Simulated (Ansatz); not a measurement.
MoIr (rock salt), relaxed with PBE (Ansatz, a quantum-chemistry and plane-wave program, plane waves, PAW): a = 5.1756 Å, b = 5.1756 Å, c = 5.1756 Å, α = 90.00°, β = 90.00°, γ = 90.00°.

* **ΔH_f (eV/atom)**: 0.76
* **B₀ by P(V) fit (GPa)**: 224

The same phase is relaxed and computed with PBEsol in the same code. What are the cell and these values now?

a = 5.1184 Å, b = 5.1184 Å, c = 5.1184 Å, α = 90.00°, β = 90.00°, γ = 90.00°.

ΔH_f (eV/atom): 0.83
B₀ by P(V) fit (GPa): 246

Typed or built starts, not in the databases checked: MoIr, rock salt. Unstable at this level: MoIr, rock salt with PBEsol. All cells were relaxed under the symmetry of their starts (and spin orders); stability against distortions was not tested throughout. Rows with no word on spin ran without spin polarisation. Scalar-relativistic: spin–orbit coupling is off unless named, which matters more the heavier the elements.

Potentials: the later of the program's two PAW sets.

Ansatz is a plane-wave DFT program.

Formation energies count from the lowest solids of the elements computed at the same level, not from gases.
